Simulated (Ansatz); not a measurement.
CdTe:
```
CdTe
1.0
    0.00000     3.30950     3.30950
    3.30950     0.00000     3.30950
    3.30950     3.30950     0.00000
Cd Te
1 1
Direct
  0.00000   0.00000   0.00000
  0.75000   0.75000   0.75000
```

Relaxed with PBE.

Task: Which orbitals make up the states near the band edges in DFT-PBE in the program Ansatz with PAW potentials?

Result: Top 1 eV of the valence band: Te 5p 92 %. Bottom 1 eV of the conduction band: Cd 5s 53 %, Te 5p 28 %, Te 5s 16 %. Projections are on Löwdin-orthogonalised atomic valence shells; empty p or d shells of many metals are not among them.

Task: Tabulate the density of states.

Result: States/eV per cell of 2 atoms, in 0.25 eV bins, energy from the valence-band maximum.

| E (eV) | total | Cd 4d | Te 5p | Cd 5s |
|---|---|---|---|---|
| -7.85 | 19.20 | 18.96 | 0.13 | 0.04 |
| -7.60 | 4.09 | 3.57 | 0.05 | 0.08 |
| -7.35 | 2.03 | 1.72 | 0.01 | 0.01 |
| -7.10 | 0.00 | 0.00 | 0.00 | 0.00 |
| -6.85 | 0.00 | 0.00 | 0.00 | 0.00 |
| -6.60 | 0.00 | 0.00 | 0.00 | 0.00 |
| -6.35 | 0.00 | 0.00 | 0.00 | 0.00 |
| -6.10 | 0.00 | 0.00 | 0.00 | 0.00 |
| -5.85 | 0.00 | 0.00 | 0.00 | 0.00 |
| -5.60 | 0.00 | 0.00 | 0.00 | 0.00 |
| -5.35 | 0.00 | 0.00 | 0.00 | 0.00 |
| -5.10 | 0.00 | 0.00 | 0.00 | 0.00 |
| -4.85 | 0.00 | 0.00 | 0.00 | 0.00 |
| -4.60 | 0.00 | 0.00 | 0.00 | 0.00 |
| -4.35 | 0.00 | 0.00 | 0.00 | 0.00 |
| -4.10 | 0.13 | 0.00 | 0.08 | 0.04 |
| -3.85 | 3.84 | 0.04 | 2.20 | 1.49 |
| -3.60 | 1.34 | 0.02 | 0.78 | 0.46 |
| -3.35 | 0.76 | 0.02 | 0.44 | 0.24 |
| -3.10 | 0.53 | 0.02 | 0.31 | 0.15 |
| -2.85 | 0.37 | 0.01 | 0.21 | 0.10 |
| -2.60 | 0.29 | 0.01 | 0.17 | 0.08 |
| -2.35 | 0.38 | 0.01 | 0.28 | 0.06 |
| -2.10 | 2.02 | 0.04 | 1.81 | 0.06 |
| -1.85 | 1.78 | 0.04 | 1.58 | 0.06 |
| -1.60 | 2.51 | 0.05 | 2.27 | 0.05 |
| -1.35 | 2.50 | 0.06 | 2.27 | 0.04 |
| -1.10 | 2.44 | 0.06 | 2.23 | 0.03 |
| -0.85 | 2.41 | 0.07 | 2.21 | 0.02 |
| -0.60 | 1.60 | 0.05 | 1.47 | 0.01 |
| -0.35 | 0.84 | 0.03 | 0.78 | 0.00 |
| -0.10 | 0.26 | 0.01 | 0.25 | 0.00 |
| 0.15 | 0.00 | 0.00 | 0.00 | 0.00 |
| 0.40 | 0.00 | 0.00 | 0.00 | 0.00 |
| 0.65 | 0.00 | 0.00 | 0.00 | 0.00 |
| 0.90 | 0.01 | 0.00 | 0.00 | 0.00 |
| 1.15 | 0.02 | 0.00 | 0.00 | 0.01 |
| 1.40 | 0.04 | 0.00 | 0.01 | 0.02 |
| 1.65 | 0.08 | 0.00 | 0.03 | 0.04 |
| 1.90 | 0.30 | 0.00 | 0.09 | 0.15 |
| 2.15 | 0.66 | 0.00 | 0.20 | 0.33 |
| 2.40 | 0.75 | 0.00 | 0.24 | 0.36 |
| 2.65 | 1.01 | 0.00 | 0.34 | 0.46 |
| 2.90 | 2.33 | 0.01 | 0.73 | 0.88 |
| 3.15 | 2.00 | 0.00 | 0.58 | 0.69 |
| 3.40 | 1.04 | 0.00 | 0.26 | 0.31 |
| 3.65 | 0.86 | 0.00 | 0.18 | 0.20 |
| 3.90 | 0.71 | 0.00 | 0.07 | 0.08 |
| 4.15 | 0.84 | 0.00 | 0.06 | 0.06 |
| 4.40 | 1.15 | 0.00 | 0.07 | 0.06 |
| 4.65 | 2.06 | 0.00 | 0.14 | 0.11 |
| 4.90 | 1.99 | 0.00 | 0.10 | 0.07 |
| 5.15 | 1.00 | 0.00 | 0.04 | 0.01 |
| 5.40 | 2.02 | 0.00 | 0.07 | 0.02 |

Space group F-43m (zinc blende). Symmetry was held in the PBE relaxation. Scalar-relativistic: spin–orbit coupling is off unless named, which matters more the heavier the elements.

Potentials: the earlier of the program's two PAW sets.
